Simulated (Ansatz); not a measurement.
Start of a relaxation of Ge₂Sb₂S:

```
Ge Sb S
1.0
     2.70457   -3.69707    0.00000
     2.70457    3.69707    0.00000
     0.00000    0.00000    7.52218
Ge Sb S
2 2 1
Direct
  0.68311 0.68311 0.00000
  0.31689 0.31689 0.00000
  0.00000 0.50000 0.00000
  0.50000 0.00000 0.00000
  0.50000 0.50000 0.50000
```

These are results of Ansatz, DFT PBE, scalar-relativistic, plane waves, PAW, not measurements. Cutoff 420 eV, Gaussian smearing, Γ-centred meshes. Cell and atoms relax first on a coarse mesh and then on a finer one. In between, the cell is made exact in the group found at 0.06 Å. In metals the finer mesh still leaves noise of several meV/atom or more. The steps can't lower the symmetry of their start. No spin polarisation.

A guess keeps its type if space group and coordination stay and the shape of the cell changes little (axis ratios within about 15 %, angles within 6°); the volume may change.

Question: Will the relaxed cell still be of the starting type?

Answer: It doesn't keep its type. The symmetry stays Cmmm (No. 65). The volume per atom shrinks by 18.6 %, from 30.1 to 24.5 Å³. The shortest distance goes from 1.88 Å (Ge–Sb) to 2.46 Å (Ge–S). Counting neighbours within 15 % of an atom's shortest distance, the start has Ge 3, S 12, Sb 2 and the end Ge 3, S 4, Sb 6. In detail, at the end around Ge lie 2 S at 2.46 Å, 1 Ge at 2.73 Å and 2 Sb at 2.95 Å; Sb has 2 Ge at 2.95 Å and 4 Sb at 3.21–3.24 Å; S has 4 Ge at 2.46 Å.

```
Ge Sb S
1.0
     3.20923   -5.88271    0.00000
     3.20923    5.88271    0.00000
     0.00000    0.00000    3.24210
Ge Sb S
2 2 1
Cartesian
  5.0533 0.0000 0.0000
  1.3652 0.0000 0.0000
  1.6046 2.9414 0.0000
  1.6046 -2.9414 0.0000
  3.2092 0.0000 1.6210
```

The last run used an 8×8×12 mesh (in the run's order of axes) for its 5-atom cell and Gaussian smearing of 0.10 eV. These runs have no spin–orbit coupling, which can matter for Sb. A structure relaxed within its symmetry needn't be a true minimum. Another cell of Ge2Sb2S relaxed alike, in P-3m1, lies 18 meV/atom lower, so this cell isn't the stable form at this level.
